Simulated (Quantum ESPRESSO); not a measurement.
Ag2Ir2Al2CuIn, finding a planted mistake in a log

Simulated, not a measurement. The program is pw.x of Quantum ESPRESSO 7.5 (plane-wave density functional theory). The cell is made up: eight metal atoms on a face-centred cubic lattice, with elements, volume, strain and displacements drawn at random and not relaxed, so it may be unstable or far from any real phase. PseudoDojo standard norm-conserving files set the functional (PBE unless stated); there is no spin polarisation or spin-orbit coupling, the Fermi-Dirac width of 0.25 eV means electrons at about 2900 K, and the masses in the input are unused placeholders. The copper pseudopotential is less sure than most, with forces differing by about three percent and pressure by about two GPa from a second method on plain copper. Heavy elements are run without spin-orbit coupling, which real alloys of them have. A spin test at this wide smearing found no moment, but such smearing suppresses magnetism that the real alloy may have.

Intended input:

```
&control calculation='scf', pseudo_dir='./dojo.nc.sr.pbe.v0_5.standard.upf', outdir='./o', disk_io='minimal', tprnfor=.true., tstress=.true. /
&system ibrav=0, nat=8, ntyp=5, nbnd=65, ecutwfc=92.02030273, nosym=.true., tot_charge=0,
 occupations='smearing', smearing='fd', degauss=0.0183746611
/
&electrons conv_thr=1.470e-08, electron_maxstep=70, mixing_beta=0.5 /
ATOMIC_SPECIES
Ag 1.0 Ag.upf
Al 1.0 Al.upf
Cu 1.0 Cu.upf
In 1.0 In.upf
Ir 1.0 Ir.upf
CELL_PARAMETERS angstrom
0.0 4.0313 4.0313
4.0313 0.0 4.0313
4.0313 4.0313 0.0
ATOMIC_POSITIONS angstrom
Ag 0.0217 0.0729 -0.0825
Ir 1.8325 2.0465 -0.0673
Al 1.9249 0.0606 2.0413
Cu 3.9987 2.036 2.053
Al -0.0436 2.094 1.8825
Ag 1.9091 4.014 2.0462
In 1.894 2.0513 4.01
Ir 4.0051 4.0846 3.9877
K_POINTS automatic
5 5 5 1 1 1
```

The log is shortened where brackets say so; the opening notice, blank lines, dates and the lines on written files are dropped, and the path of the files is cut. It prints rydbergs, bohrs and kilobars, and counts compression as positive stress. Its total energy is the free energy E - TS of the whole cell.

Log of the intended run:

```
     Program PWSCF v.7.5
     Parallel version (MPI & OpenMP), running on       4 processor cores
     Number of MPI processes:                 4
     Threads/MPI process:                     1
     [start-up lines left out]
     bravais-lattice index     =            0
     lattice parameter (alat)  =      10.7736  a.u.
     unit-cell volume          =     884.2233 (a.u.)^3
     number of atoms/cell      =            8
     number of atomic types    =            5
     number of electrons       =       110.00
     number of Kohn-Sham states=           65
     kinetic-energy cutoff     =      92.0203  Ry
     charge density cutoff     =     368.0812  Ry
     scf convergence threshold =      1.5E-08
     mixing beta               =       0.5000
     number of iterations used =            8  plain     mixing
     Exchange-correlation= PBE
                           (   1   4   3   4   0   0   0)
     [axes and pseudopotential details left out]
   Cartesian axes
     site n.     atom                  positions (alat units)
         1        Ag     tau(   1) = (   0.0038063   0.0127870  -0.0144708  )
         2        Ir     tau(   2) = (   0.3214281   0.3589646  -0.0118047  )
         3        Al     tau(   3) = (   0.3376355   0.0106295   0.3580525  )
         4        Cu     tau(   4) = (   0.7013886   0.3571229   0.3601047  )
         5        Al     tau(   5) = (  -0.0076476   0.3672963   0.3301983  )
         6        Ag     tau(   6) = (   0.3348641   0.7040723   0.3589120  )
         7        In     tau(   7) = (   0.3322155   0.3598065   0.7033707  )
         8        Ir     tau(   8) = (   0.7025112   0.7164558   0.6994592  )
     number of k points=    63  Fermi-Dirac smearing, width (Ry)=  0.0184
                       cart. coord. in units 2pi/alat
        k(    1) = (   0.0707107   0.0707107   0.0707107), wk =   0.0320000
        k(    2) = (   0.2121320   0.2121320  -0.0707107), wk =   0.0320000
     [further k points left out]
     Dense  grid:   105395 G-vectors     FFT dimensions: (  72,  72,  72)
     Estimated max dynamical RAM per process >     410.87 MB
     Estimated total dynamical RAM >       1.53 GB
     Initial potential from superposition of free atoms
     starting charge     109.9897, renormalised to     110.0000
     Starting wfcs are   67 randomized atomic wfcs
     total cpu time spent up to now is       10.4 secs
     per-process dynamical memory:   333.0 Mb
     Self-consistent Calculation
     iteration #  1     ecut=    92.02 Ry     beta= 0.50
     Davidson diagonalization with overlap
     ethr =  1.00E-02,  avg # of iterations =  5.7
     total cpu time spent up to now is       37.8 secs
     total energy              =   -1598.63964482 Ry
     estimated scf accuracy    <       5.50318878 Ry
     iteration #  2     ecut=    92.02 Ry     beta= 0.50
     Davidson diagonalization with overlap
     ethr =  5.00E-03,  avg # of iterations =  3.0
     total cpu time spent up to now is       62.9 secs
     total energy              =   -1600.14637737 Ry
     estimated scf accuracy    <      21.11073431 Ry
     [iterations 3 to 13 left out]
     iteration # 14     ecut=    92.02 Ry     beta= 0.50
     Davidson diagonalization with overlap
     ethr =  8.35E-10,  avg # of iterations =  2.0
     total cpu time spent up to now is      338.7 secs
     total energy              =   -1602.12026612 Ry
     estimated scf accuracy    <       0.00000002 Ry
     iteration # 15     ecut=    92.02 Ry     beta= 0.50
     Davidson diagonalization with overlap
     ethr =  2.02E-11,  avg # of iterations =  3.4
     total cpu time spent up to now is      361.7 secs
     End of self-consistent calculation
     [lines on levels left out]
!    total energy              =   -1602.12026612 Ry
     estimated scf accuracy    <          9.4E-10 Ry
     smearing contrib. (-TS)   =      -0.06603605 Ry
     internal energy E=F+TS    =   -1602.05423007 Ry
     The total energy is F=E-TS. E is the sum of the following terms:
     one-electron contribution =    -805.89912280 Ry
     hartree contribution      =     463.38700410 Ry
     xc contribution           =    -271.13061225 Ry
     ewald contribution        =    -988.41149912 Ry
     convergence has been achieved in  15 iterations
     Forces acting on atoms (cartesian axes, Ry/au):
     atom    1 type  1   force =    -0.05351347   -0.02406126    0.02317745
     atom    2 type  5   force =     0.04624119    0.01593747    0.01527141
     atom    3 type  2   force =     0.00272913   -0.00856431   -0.00890992
     atom    4 type  3   force =    -0.01140945    0.00600514   -0.01491945
     atom    5 type  2   force =    -0.00663996   -0.00372667    0.00692188
     atom    6 type  1   force =     0.03093037    0.00708632   -0.03209126
     atom    7 type  4   force =     0.01041609   -0.00373434    0.01493382
     atom    8 type  5   force =    -0.01875389    0.01105764   -0.00438394
     Total force =     0.100676     Total SCF correction =     0.000067
     Computing stress (Cartesian axis) and pressure
          total   stress  (Ry/bohr**3)                   (kbar)     P=      -27.78
  -0.00012212  -0.00015622   0.00031909          -17.96      -22.98       46.94
  -0.00015622  -0.00008754   0.00033215          -22.98      -12.88       48.86
   0.00031909   0.00033215  -0.00035690           46.94       48.86      -52.50
     init_run     :      9.65s CPU     10.10s WALL (       1 calls)
     electrons    :    341.49s CPU    351.33s WALL (       1 calls)
     forces       :      3.12s CPU      3.17s WALL (       1 calls)
     stress       :     10.59s CPU     10.59s WALL (       1 calls)
     [timing details left out]
     PWSCF        :   6m 5.15s CPU   6m15.61s WALL
     JOB DONE.
```

A second run was made from an input with one planted mistake. Its log:

```
     Program PWSCF v.7.5
     Parallel version (MPI & OpenMP), running on       4 processor cores
     Number of MPI processes:                 4
     Threads/MPI process:                     1
     [start-up lines left out]
     bravais-lattice index     =            0
     lattice parameter (alat)  =      10.7736  a.u.
     unit-cell volume          =     884.2233 (a.u.)^3
     number of atoms/cell      =            8
     number of atomic types    =            5
     number of electrons       =       110.00
     number of Kohn-Sham states=           65
     kinetic-energy cutoff     =      92.0203  Ry
     charge density cutoff     =     368.0812  Ry
     scf convergence threshold =      1.5E-08
     mixing beta               =       0.5000
     number of iterations used =            8  plain     mixing
     Exchange-correlation= PBE
                           (   1   4   3   4   0   0   0)
     [axes and pseudopotential details left out]
   Cartesian axes
     site n.     atom                  positions (alat units)
         1        Ag     tau(   1) = (   0.0038063   0.0127870  -0.0144708  )
         2        In     tau(   2) = (   0.3214281   0.3589646  -0.0118047  )
         3        Al     tau(   3) = (   0.3376355   0.0106295   0.3580525  )
         4        Cu     tau(   4) = (   0.7013886   0.3571229   0.3601047  )
         5        Al     tau(   5) = (  -0.0076476   0.3672963   0.3301983  )
         6        Ag     tau(   6) = (   0.3348641   0.7040723   0.3589120  )
         7        Ir     tau(   7) = (   0.3322155   0.3598065   0.7033707  )
         8        Ir     tau(   8) = (   0.7025112   0.7164558   0.6994592  )
     number of k points=    63  Fermi-Dirac smearing, width (Ry)=  0.0184
                       cart. coord. in units 2pi/alat
        k(    1) = (   0.0707107   0.0707107   0.0707107), wk =   0.0320000
        k(    2) = (   0.2121320   0.2121320  -0.0707107), wk =   0.0320000
     [further k points left out]
     Dense  grid:   105395 G-vectors     FFT dimensions: (  72,  72,  72)
     Estimated max dynamical RAM per process >     410.87 MB
     Estimated total dynamical RAM >       1.53 GB
     Initial potential from superposition of free atoms
     starting charge     109.9897, renormalised to     110.0000
     Starting wfcs are   67 randomized atomic wfcs
     total cpu time spent up to now is        9.3 secs
     per-process dynamical memory:   333.0 Mb
     Self-consistent Calculation
     iteration #  1     ecut=    92.02 Ry     beta= 0.50
     Davidson diagonalization with overlap
     ethr =  1.00E-02,  avg # of iterations =  5.6
     total cpu time spent up to now is       32.7 secs
     total energy              =   -1598.66045490 Ry
     estimated scf accuracy    <       5.46219975 Ry
     iteration #  2     ecut=    92.02 Ry     beta= 0.50
     Davidson diagonalization with overlap
     ethr =  4.97E-03,  avg # of iterations =  3.0
     total cpu time spent up to now is       54.5 secs
     total energy              =   -1600.12033541 Ry
     estimated scf accuracy    <      21.30136734 Ry
     [iterations 3 to 13 left out]
     iteration # 14     ecut=    92.02 Ry     beta= 0.50
     Davidson diagonalization with overlap
     ethr =  7.08E-10,  avg # of iterations =  2.0
     total cpu time spent up to now is      292.0 secs
     total energy              =   -1602.11605583 Ry
     estimated scf accuracy    <       0.00000004 Ry
     iteration # 15     ecut=    92.02 Ry     beta= 0.50
     Davidson diagonalization with overlap
     ethr =  3.57E-11,  avg # of iterations =  3.4
     total cpu time spent up to now is      313.0 secs
     End of self-consistent calculation
     [lines on levels left out]
!    total energy              =   -1602.11605584 Ry
     estimated scf accuracy    <          1.7E-09 Ry
     smearing contrib. (-TS)   =      -0.06390518 Ry
     internal energy E=F+TS    =   -1602.05215066 Ry
     The total energy is F=E-TS. E is the sum of the following terms:
     one-electron contribution =    -805.10163365 Ry
     hartree contribution      =     462.97371621 Ry
     xc contribution           =    -271.12093060 Ry
     ewald contribution        =    -988.80330261 Ry
     convergence has been achieved in  15 iterations
     Forces acting on atoms (cartesian axes, Ry/au):
     atom    1 type  1   force =    -0.05247964   -0.02244905    0.02583803
     atom    2 type  4   force =     0.06311821    0.00919578    0.00046753
     atom    3 type  2   force =     0.00200255    0.00470045   -0.00759773
     atom    4 type  3   force =    -0.01739463    0.00708094   -0.02264257
     atom    5 type  2   force =    -0.02969838   -0.00165597    0.02103386
     atom    6 type  1   force =     0.03202662    0.00718753   -0.03194629
     atom    7 type  5   force =     0.01614920   -0.01692325    0.01367838
     atom    8 type  5   force =    -0.01372392    0.01286358    0.00116881
     Total force =     0.116009     Total SCF correction =     0.000053
     Computing stress (Cartesian axis) and pressure
          total   stress  (Ry/bohr**3)                   (kbar)     P=      -30.93
  -0.00015307   0.00005356  -0.00010330          -22.52        7.88      -15.20
   0.00005356  -0.00012091  -0.00014976            7.88      -17.79      -22.03
  -0.00010330  -0.00014976  -0.00035685          -15.20      -22.03      -52.49
     init_run     :      8.52s CPU      8.95s WALL (       1 calls)
     electrons    :    296.17s CPU    303.74s WALL (       1 calls)
     forces       :      2.80s CPU      2.84s WALL (       1 calls)
     stress       :      9.72s CPU      9.73s WALL (       1 calls)
     [timing details left out]
     PWSCF        :   5m17.56s CPU   5m25.69s WALL
     JOB DONE.
```

Question: the log repeats what the program read. Compare it with the intended run: what was wrong in the second input?

Answer: two atoms have their elements exchanged. The input lines that differ:

```
- Ir 1.8325 2.0465 -0.0673
+ In 1.8325 2.0465 -0.0673
- In 1.894 2.0513 4.01
+ Ir 1.894 2.0513 4.01
```

```
                                            intended run  run with the mistake
                          free energy (eV)    -21797.957            -21797.899
         entropy term -TS, part of it (eV)        -0.898                -0.869
                            pressure (GPa)         -2.78                 -3.09
size of the largest force component (eV/Å)         1.376                 1.623
largest change of a force component (eV/Å)                               0.593
                                iterations            15                    15
```

For scale, a rerun of the intended cell at a higher cutoff and on a denser mesh moved values by no more than 0.007 eV in energy, 0.03 GPa in stress and 0.003 eV/Å in force, and a second program with other atomic files agreed on that cell to 2 % rms in force and 0.5 GPa in pressure.